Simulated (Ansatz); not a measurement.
Cu2SnS3:
Space group Imm2 (No. 44); a = 3.877 Å, b = 11.491 Å, c = 5.382 Å, α = β = γ = 90.00°

```
atom  site  symmetry       x       y       z
----  ----  --------  ------  ------  ------
Cu      4d       m..  0.0000  0.1710  0.0097
Sn      2b       mm2  0.5000  0.0000  0.4803
S       4d       m..  0.5000  0.1761  0.2364
S       2a       mm2  0.0000  0.0000  0.7775
```
(The calculation used a cell of 6 atoms; values per cell refer to that cell.)

Relaxed with r²SCAN.

Which orbitals make up the states near the Fermi level in r²SCAN in the plane-wave PAW code Ansatz?

Within 0.5 eV of the Fermi level: S 3p 44 %, Cu 3d 41 %, Sn 5s 6 %. Projections are on Löwdin-orthogonalised atomic valence shells; empty p or d shells of many metals are not among them.

Tabulate the density of states.

States/eV per cell of 6 atoms, in 0.25 eV bins, energy from the Fermi level.

| E (eV) | total | Cu 3d | S 3p | Sn 5p |
|---|---|---|---|---|
| -7.85 | 0.00 | 0.00 | 0.00 | 0.00 |
| -7.60 | 0.00 | 0.00 | 0.00 | 0.00 |
| -7.35 | 0.00 | 0.00 | 0.00 | 0.00 |
| -7.10 | 0.00 | 0.00 | 0.00 | 0.00 |
| -6.85 | 0.04 | 0.00 | 0.02 | 0.01 |
| -6.60 | 1.50 | 0.04 | 0.96 | 0.28 |
| -6.35 | 3.65 | 0.16 | 2.44 | 0.54 |
| -6.10 | 5.33 | 0.31 | 3.68 | 0.56 |
| -5.85 | 3.05 | 0.29 | 2.07 | 0.33 |
| -5.60 | 3.49 | 0.35 | 2.41 | 0.37 |
| -5.35 | 4.60 | 0.53 | 3.20 | 0.42 |
| -5.10 | 4.82 | 0.59 | 3.40 | 0.49 |
| -4.85 | 8.06 | 1.38 | 5.55 | 0.73 |
| -4.60 | 7.91 | 1.96 | 5.36 | 0.32 |
| -4.35 | 18.40 | 6.49 | 11.41 | 0.24 |
| -4.10 | 3.16 | 1.02 | 2.03 | 0.06 |
| -3.85 | 0.00 | 0.00 | 0.00 | 0.00 |
| -3.60 | 0.00 | 0.00 | 0.00 | 0.00 |
| -3.35 | 0.00 | 0.00 | 0.00 | 0.00 |
| -3.10 | 0.00 | 0.00 | 0.00 | 0.00 |
| -2.85 | 0.00 | 0.00 | 0.00 | 0.00 |
| -2.60 | 5.26 | 4.87 | 0.11 | 0.06 |
| -2.35 | 26.73 | 25.55 | 0.43 | 0.30 |
| -2.10 | 9.71 | 8.33 | 0.82 | 0.11 |
| -1.85 | 7.04 | 5.66 | 0.83 | 0.11 |
| -1.60 | 8.55 | 6.50 | 1.42 | 0.14 |
| -1.35 | 7.03 | 4.73 | 1.71 | 0.16 |
| -1.10 | 6.67 | 4.06 | 2.09 | 0.15 |
| -0.85 | 4.11 | 2.28 | 1.51 | 0.09 |
| -0.60 | 3.15 | 1.64 | 1.28 | 0.07 |
| -0.35 | 1.37 | 0.68 | 0.61 | 0.02 |
| -0.10 | 0.38 | 0.18 | 0.18 | 0.00 |
| 0.15 | 0.09 | 0.01 | 0.04 | 0.00 |
| 0.40 | 0.60 | 0.07 | 0.26 | 0.05 |
| 0.65 | 1.53 | 0.13 | 0.72 | 0.08 |
| 0.90 | 2.84 | 0.19 | 1.46 | 0.05 |
| 1.15 | 2.94 | 0.23 | 1.57 | 0.02 |
| 1.40 | 0.00 | 0.00 | 0.00 | 0.00 |
| 1.65 | 0.50 | 0.03 | 0.10 | 0.24 |
| 1.90 | 1.01 | 0.05 | 0.20 | 0.49 |
| 2.15 | 1.83 | 0.07 | 0.36 | 0.91 |
| 2.40 | 2.16 | 0.06 | 0.43 | 1.10 |
| 2.65 | 2.46 | 0.06 | 0.48 | 1.30 |
| 2.90 | 1.90 | 0.04 | 0.30 | 0.99 |
| 3.15 | 2.50 | 0.04 | 0.35 | 1.21 |
| 3.40 | 3.36 | 0.05 | 0.53 | 1.63 |
| 3.65 | 3.60 | 0.06 | 0.63 | 1.84 |
| 3.90 | 2.46 | 0.03 | 0.44 | 1.09 |
| 4.15 | 2.27 | 0.03 | 0.37 | 0.66 |
| 4.40 | 2.27 | 0.02 | 0.35 | 0.39 |
| 4.65 | 2.50 | 0.02 | 0.35 | 0.22 |

The first step of the workflow began from a Materials Project structure, measured or hypothetical; the Crystallography Open Database copy checked does not list it. COD files the formula under space group No. 9, so this cell is another polymorph or a model. Its standing as an ambient phase is unchecked. Symmetry was held in the r²SCAN relaxation; whether a distortion lowers the energy is not shown. No spin polarisation was allowed. Spin–orbit coupling is left out wherever it is not named.

Potentials: the later of the program's two PAW sets.
